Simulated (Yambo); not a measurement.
Yambo run on Ba$_{2}$MgWO$_{6}$ (space group Fm-3m, No. 225). The wavefunctions come from this Quantum ESPRESSO step (PBEsol, PseudoDojo standard norm-conserving files, scalar-relativistic):

```
&CONTROL
  calculation = 'nscf'
  pseudo_dir = './pseudo'
  outdir = './out'
/
&SYSTEM
  ibrav = 0
  nat = 10
  ntyp = 4
  ecutwfc = 84.0
  ecutrho = 336.0
  occupations = 'fixed'
  force_symmorphic = .true.
  nbnd = 217
/
&ELECTRONS
  conv_thr = 1e-08
  diago_full_acc = .true.
  diago_thr_init = 1e-08
/
ATOMIC_SPECIES
O 15.9990 O.upf
Mg 24.3050 Mg.upf
Ba 137.3270 Ba.upf
W 183.8400 W.upf
CELL_PARAMETERS angstrom
  0.000000000000   4.118180000000   4.118180000000
  4.118180000000   0.000000000000   4.118180000000
  4.118180000000   4.118180000000   0.000000000000
ATOMIC_POSITIONS crystal
O   0.761320000000   0.761320000000   0.238680000000
O   0.238680000000   0.238680000000   0.761320000000
O   0.238680000000   0.761320000000   0.761320000000
O   0.761320000000   0.238680000000   0.238680000000
O   0.761320000000   0.238680000000   0.761320000000
O   0.238680000000   0.761320000000   0.238680000000
Mg   0.500000000000   0.500000000000   0.500000000000
Ba   0.750000000000   0.750000000000   0.750000000000
Ba   0.250000000000   0.250000000000   0.250000000000
W   0.000000000000   0.000000000000   0.000000000000
K_POINTS automatic
2 2 2 0 0 0
```

Yambo input:

```
rim_cut
gw0
dyson
el_el_corr
HF_and_locXC
ppa
em1d
RandQpts= 1000000
RandGvec= 1 Ry
EXXRLvcs= 84 Ry
VXCRLvcs= 336 Ry
Chimod= "HARTREE"
% BndsRnXp
 3 | 214 |
%
NGsBlkXp= 7 Ry
% LongDrXp
 1.0 | 1.0 | 1.0 |
%
PPAPntXp= 27.2114 eV
% GbndRnge
 1 | 214 |
%
GTermKind= "BG"
DysSolver= "n"
ExtendOut
% QPkrange
 1 | 1 | 40 | 41 |
 2 | 2 | 40 | 41 |
 3 | 3 | 40 | 41 |
%
```

k points by index: 1 = Γ, 2 = L, 3 = X.

Table of the .qp output:

```
#    K-point    Band    Eo [eV]    E [eV]    E-Eo [eV]    Vxc [eV]    Vnlxc [eV]    Sc|Eo [eV]    Sc|E [eV]    dSc/dw|Eo [eV]    Re(Z)    Im(Z)
#
    1    40    0.000000    -0.462268    -0.462268    -19.58570    -24.71102    4.527748    4.663054    -7.962772    0.773617    -0.001251
    1    41    3.002891    4.260715    1.257824    -16.95885    -11.88051    -3.517378    -3.820524    -6.556839    0.805819    -0.002663
    2    40    -0.380858    -0.891968    -0.511110    -19.05702    -24.27341    4.552841    4.705283    -8.121163    0.770102    0.006095
    2    41    3.226360    4.552666    1.326306    -17.43744    -12.04217    -3.741202    -4.068960    -6.722332    0.801883    -0.003448
    3    40    -0.047671    -0.515749    -0.468078    -19.46073    -24.56262    4.497414    4.633811    -7.927462    0.774394    -0.001203
    3    41    2.734469    3.997908    1.263439    -16.24817    -10.77786    -3.917258    -4.206869    -6.236744    0.813536    -0.001692
```
(The two width columns are left out.) Convergence of these settings isn't established.

Spin-orbit coupling is not included.

Geometry of the Materials Project entry, not relaxed at this level.
